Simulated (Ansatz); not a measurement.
SnMo2N in space group P6_3/mmc (No. 194; Sn on 2d, Mo on 4f, N on 2a) under volume change, the program Ansatz at the PBEsol level (PAW), shape and atoms relaxed at each volume.

```csv
V (Å³/atom),E − E(relaxed) (meV/atom),P (GPa)
13.181,85.7,23.18
13.616,35.7,14.02
14.050,8.4,6.36
14.485,0.0,0.00
14.919,7.4,-5.29
15.354,27.8,-9.60
15.788,58.0,-12.42
```

Q: What does a third-order Birch–Murnaghan fit give for V₀, B₀ and B′?

A: V₀ = 14.48 Å³/atom, B₀ = 189 GPa, B′ = 5.8.

The start of the workflow was typed in or built on a structure type; neither database checked (COD, Materials Project) lists it. Its standing as an ambient phase is unchecked. Symmetry was held in the PBEsol relaxation; whether a distortion lowers the energy is not shown. The workflow began spin-polarised and lost its moments. Spin–orbit coupling is left out wherever it is not named.

Potentials: the earlier of the program's two PAW sets. The files were generated under PBE; for other functionals the program regenerates the frozen cores, and for LDA and PBEsol the local potential too.
